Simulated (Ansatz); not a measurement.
TaGa$_{3}$ in space group I4/mmm (No. 139; Ta on 2a, Ga on 2b, Ga on 4d), a = b = 3.7378 Å, c = 8.5670 Å, α = β = γ = 90.00°; the cell used has 4 atoms.

Relaxed with LDA.

Which orbitals make up the states near the Fermi level in LDA (plane waves, PAW; program Ansatz)?

Within 0.5 eV of the Fermi level: Ta 5d 59 %, Ga 4p 24 %, Ga 4s 11 %. Projections are on Löwdin-orthogonalised atomic valence shells; empty p or d shells of many metals are not among them.

Tabulate the density of states.

States/eV per cell of 4 atoms, in 0.25 eV bins, energy from the Fermi level.

```
E (eV)  total  Ta 5d  Ga 4p  Ga 4s
------  -----  -----  -----  -----
-7.85    0.75   0.12   0.31   0.29
-7.60    0.80   0.13   0.33   0.30
-7.35    0.83   0.14   0.34   0.30
-7.10    0.86   0.14   0.35   0.31
-6.85    0.95   0.15   0.38   0.35
-6.60    1.41   0.23   0.49   0.60
-6.35    1.26   0.24   0.43   0.51
-6.10    1.12   0.24   0.38   0.44
-5.85    1.02   0.23   0.35   0.38
-5.60    1.00   0.24   0.37   0.34
-5.35    0.91   0.21   0.35   0.29
-5.10    0.81   0.17   0.35   0.24
-4.85    1.20   0.26   0.52   0.34
-4.60    1.41   0.32   0.72   0.28
-4.35    1.62   0.43   0.85   0.25
-4.10    1.32   0.38   0.64   0.22
-3.85    1.30   0.38   0.65   0.20
-3.60    1.51   0.46   0.80   0.18
-3.35    1.50   0.49   0.78   0.17
-3.10    2.37   0.78   1.31   0.18
-2.85    3.19   1.32   1.59   0.19
-2.60    2.80   1.25   1.32   0.15
-2.35    2.58   1.14   1.23   0.14
-2.10    2.33   1.12   1.04   0.11
-1.85    2.59   1.40   1.02   0.09
-1.60    1.84   1.08   0.64   0.07
-1.35    1.27   0.77   0.42   0.05
-1.10    1.05   0.66   0.32   0.04
-0.85    0.92   0.62   0.26   0.02
-0.60    0.83   0.60   0.20   0.01
-0.35    0.68   0.52   0.14   0.01
-0.10    0.63   0.48   0.11   0.03
0.15     0.91   0.52   0.22   0.10
0.40     1.79   0.76   0.54   0.35
0.65     2.59   1.08   0.78   0.50
0.90     1.98   0.94   0.57   0.30
1.15     2.32   1.27   0.63   0.25
1.40     3.10   1.86   0.70   0.29
1.65     3.20   1.62   0.88   0.45
1.90     2.91   1.20   0.96   0.52
2.15     2.36   0.89   0.76   0.49
2.40     1.90   0.68   0.57   0.45
2.65     1.87   0.67   0.56   0.45
2.90     1.91   0.69   0.58   0.45
3.15     2.21   0.79   0.72   0.47
3.40     2.42   0.89   0.77   0.54
3.65     1.86   0.63   0.59   0.40
3.90     1.83   0.55   0.63   0.36
4.15     1.63   0.43   0.62   0.28
4.40     1.80   0.47   0.77   0.23
4.65     2.10   0.48   1.00   0.25
```

The first step of the workflow began from a Materials Project structure, measured or hypothetical; the Crystallography Open Database files this formula in space group No. 139, but the cells were not matched. Its standing as an ambient phase is unchecked. The LDA relaxation kept the symmetry of its start; of distortions, only those at the zone centre were tested. The run is not spin-polarised. Axis ratios of metals converge slowly with the k-mesh, so a and c are less sure than the volume. Scalar-relativistic: spin–orbit coupling is off unless named, which matters more the heavier the elements.

Potentials: the later of the program's two PAW sets.
